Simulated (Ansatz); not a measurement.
An Ansatz (a quantum-chemistry and plane-wave program) run. Input:

Ansatz 0.2 input:
```yaml
crystal:
  lattice:
    - [4.9443773508, 2.8546375944, 1.9695761948]
    - [-4.9443773508, 2.8546375944, 1.9695761948]
    - [0.0, -5.7092751889, 1.9695761948]
  atoms:
    - { symbol: Ge, position: [0.7127953437, 0.7127953437, 0.7127953437] }
    - { symbol: Ge, position: [0.2872046563, 0.2872046563, 0.2872046563] }
    - { symbol: Ge, position: [0.0210786681, 0.7171586623, 0.5233227532] }
    - { symbol: Ge, position: [0.9789213319, 0.2828413377, 0.4766772468] }
    - { symbol: Ge, position: [0.5233227532, 0.0210786681, 0.7171586623] }
    - { symbol: Ge, position: [0.4766772468, 0.9789213319, 0.2828413377] }
    - { symbol: Ge, position: [0.7171586623, 0.5233227532, 0.0210786681] }
    - { symbol: Ge, position: [0.2828413377, 0.4766772468, 0.9789213319] }
kpoints:
  mp_grid: { grid: [9, 9, 9] }
hamiltonian:
  xc: r2scan
  pseudopotentials: { azcp: { folder: ./paw }, kind: paw }
scf:
  occupations: { method: gaussian, width: 0.05 }
checkpoint: { read: metal.run }
output: { write_density: true, elf: true, volumetric_format: npy }
basis: { fft_grid_basis: typed }
```

Output (shortened):

```
Pseudopotentials: kind: paw
Pseudopotential: Ge, paw, valence charge 14
Functional definition: r2SCAN
Crystal: 8 atoms, lattice volume = 166.796 Å³
Basis set: ecut = 500 eV, 4195 PW (Γ), exchange–correlation on 180×180×180 points (64 copies of the dense FFT grid, shifted against one another)
Bands: 68, of which v1, the nominal top of the filled ones, is band 56 counted from 1 (55 counted from 0)
Symmetry: 6 space group operations
Space group: R-3 (ITA 148), of the structure as read, at distance tolerance 5.5e-5 Å
k-points: 125 of 729
PAW frozen core: Ge, regenerated for the run's functional
Initial density: read from a saved state, or passed on in memory by an earlier SCF of this step, an earlier step, the calling program or the single point that …
Stability of the state it starts from, as read at its close in the unpolarized treatment …
Initial wavefunctions: pseudopotential atomic-orbital guess
Eigensolver: davidson
Functional: x = r2scan, c = r2scan; τ floored in thin density (d = 2e-4 eV/Å³)
iter 1 solved again at ethr=1.05e-7 eV; its pass at ethr=3.10e-3 eV (dr2=1.18e-4 eV) is discarded
SCF iter   1: F=—  HF=-34421.892262 eV  |F-HF|=—  |Δ(HF+E_count)|=         —  Δρ=8.33e-7  dr2=6.11e-10  dr2_τ=1.41e-11  ethr=1.05e-7  ⟨swp⟩=2.6  Hψ=49008  notcnv=0
all-band conjugate gradients solve this SCF's bands
preconditioner: auto → Kerker (q_TF=auto, 2.553 Å⁻¹)
SCF iter   2: F=—  HF=-34421.892253 eV  |F-HF|=—  |Δ(HF+E_count)|=   8.81e-6  Δρ=5.39e-7  dr2=3.00e-10  dr2_τ=1.56e-11  ethr=1.00e-12  ⟨swp⟩=7.2  Hψ=31839  notcnv=0
SCF iter   3: F=-34421.892253 eV  HF=-34421.892253 eV  |F-HF|=2.62e-10  |Δ(HF+E_count)|=  2.91e-10  Δρ=3.43e-7  dr2=1.34e-10  dr2_τ=3.64e-12  ethr=1.00e-12  ⟨swp⟩=1.0  Hψ=22544  notcnv=0
SCF 1 converged in 3 iterations: F = -34421.892253 eV  dr2 = 1.34e-10
SCF converged after 3 iterations
Free energy (F): -34421.892253 eV
Harris-Foulkes:  -34421.892253 eV  (|F-HF|=2.62e-10)
Internal energy: -34421.891272 eV  (E = F + TS)
E sigma→0 (E₀):  -34421.891763 eV
Entropy (-TS):   -0.000981 eV (-0.123 meV/atom)
Fermi energy:    9.416256 eV
--- Per-component energies (eV) ---
  E_band       = -1159.115715
  E_kinetic    = 738.629136
  E_local      = -16986.813023  (includes V_loc(G=0)·N_el)
  E_nonlocal   = 1741.911202
  E_hartree    = 8139.202352
  E_xc         = -527.271810
  E_vxc        = -546.662863  (∫ρ·V_xc dr)
  E_paw        = -16204.977006  (= ΣΔE_a)
  E_vpaw       = -2413.014076  (= ΣTr[D̂ρ^β])
  E_aug_tail   = -0.000038  (compensation charges beyond the density's cutoff)
  E_vtau       = 28.430963  (kinetic-family band-sum trace: ∫τ·v_τ [+ j·A + Jᵃ·Aᵃ] dr)
  E_ewald      = -11313.886000
  E_core_change = -8.686085  (= ΣΔE_core)
  E_smearing   = -0.000981  (= −TS)
  E_closure    =  0.000000  (closes the sum)
  Σ components = -34421.892253   (vs F -34421.892253, Δ=0.00e0)
  [band-id]    e_kinetic+e_local+e_nonlocal+2·e_hartree+e_vxc+e_vpaw+e_augmentation_tail+e_vtau = -1159.113995   (vs E_band -1159.115715, Δ=1.72e-3)
--- Band table (eV; the first three rows and the last of 125) ---
  k-point 0: bands = ["-16.1207", "-16.1207", "-16.1192", "-16.0991", "-16.0991", "-16.0886", "-16.0759", "-16.0759", "-16.0493", "-16.0493", "-16.0244", "-15.9816", "-15.9816", "-15.9805", "-15.9593", "-15.9576", "-15.9576", "-15.9509", "-15.9509", "-15.9343", "-15.9089", "-15.8952", "-15.8952", "-15.8945", "-15.8945", "-15.8864", "-15.8864", "-15.8835", "-15.8383", "-15.8383", "-15.8372", "-15.8372", "-15.8305", "-15.8081", "-15.8081", "-15.8076", "-15.8037", "-15.7574", "-15.7448", "-15.7448", "-4.1576", "-0.2945", "0.3223", "0.3223", "0.5430", "2.1842", "2.1842", "2.2323", "4.6514", "4.6514", "5.3637", "5.6639", "5.6639", "7.9931", "7.9931", "8.4831", "11.0925", "11.4568", "11.4568", "13.8579", "13.8579", "14.0087", "14.4361", "14.4361", "14.6921", "16.1228", "16.2699", "16.2699"]
  k-point 1: bands = ["-16.1210", "-16.1196", "-16.1183", "-16.1003", "-16.0973", "-16.0871", "-16.0784", "-16.0759", "-16.0483", "-16.0427", "-16.0227", "-15.9893", "-15.9829", "-15.9821", "-15.9629", "-15.9597", "-15.9561", "-15.9522", "-15.9444", "-15.9340", "-15.9137", "-15.9057", "-15.8982", "-15.8925", "-15.8880", "-15.8856", "-15.8842", "-15.8775", "-15.8484", "-15.8395", "-15.8358", "-15.8315", "-15.8286", "-15.8136", "-15.8074", "-15.8059", "-15.7964", "-15.7581", "-15.7457", "-15.7453", "-4.0865", "-0.4022", "0.0387", "0.2679", "0.5013", "2.1524", "2.2705", "2.4809", "4.5173", "4.7895", "5.6330", "5.9000", "6.0445", "7.6723", "7.8112", "8.3218", "11.2460", "11.6941", "11.7684", "13.1667", "13.4578", "13.5935", "14.4389", "14.5273", "14.6636", "15.4208", "15.6759", "15.9288"]
  k-point 2: bands = ["-16.1217", "-16.1175", "-16.1149", "-16.1025", "-16.0929", "-16.0854", "-16.0801", "-16.0751", "-16.0467", "-16.0307", "-16.0196", "-16.0021", "-15.9883", "-15.9831", "-15.9679", "-15.9628", "-15.9561", "-15.9507", "-15.9413", "-15.9362", "-15.9156", "-15.9139", "-15.9033", "-15.8963", "-15.8895", "-15.8796", "-15.8758", "-15.8702", "-15.8602", "-15.8415", "-15.8395", "-15.8271", "-15.8232", "-15.8146", "-15.8075", "-15.8004", "-15.7881", "-15.7600", "-15.7478", "-15.7470", "-3.8765", "-0.8342", "-0.3726", "0.1209", "0.4435", "2.0220", "2.4865", "3.0590", "4.4184", "5.2239", "6.0809", "6.4540", "6.9658", "7.0673", "7.3006", "8.3165", "10.9186", "11.6438", "12.1880", "12.4890", "12.9127", "13.3635", "13.7470", "14.1419", "14.5126", "14.7007", "15.3901", "16.0831"]
  k-point 124: bands = ["-16.1178", "-16.1174", "-16.1135", "-16.0873", "-16.0793", "-16.0752", "-16.0646", "-16.0574", "-16.0572", "-16.0472", "-16.0094", "-16.0089", "-15.9961", "-15.9913", "-15.9883", "-15.9712", "-15.9687", "-15.9449", "-15.9411", "-15.9380", "-15.9326", "-15.9274", "-15.9227", "-15.8898", "-15.8861", "-15.8799", "-15.8765", "-15.8725", "-15.8658", "-15.8276", "-15.8261", "-15.8239", "-15.8161", "-15.7982", "-15.7973", "-15.7841", "-15.7829", "-15.7649", "-15.7637", "-15.7624", "-2.1426", "-1.8761", "-1.4404", "-0.8587", "-0.1286", "0.0708", "4.0557", "5.6646", "5.7722", "6.0120", "6.3255", "6.7888", "7.0690", "7.4506", "9.3650", "9.5092", "10.3521", "10.6535", "11.7123", "12.1587", "12.4792", "12.6863", "12.8330", "12.9259", "13.3834", "13.7926", "13.8317", "13.9152"]
  band table: 68 of 68 bands, residual norms ≤ 1.0e-3 eV
```

Cost: about 60 core-seconds (a rough figure) on shared cores.

The first step of the workflow began from a Materials Project structure, measured or hypothetical; the Crystallography Open Database copy checked does not list it. It is not the phase usual at ambient conditions (space group No. 227). The cell was relaxed with r²SCAN under the symmetry of its start; of distortions, only those at the zone centre were tested. Spin–orbit coupling is left out wherever it is not named.

Potentials: the earlier of the program's two PAW sets.

Ansatz is a plane-wave DFT program.
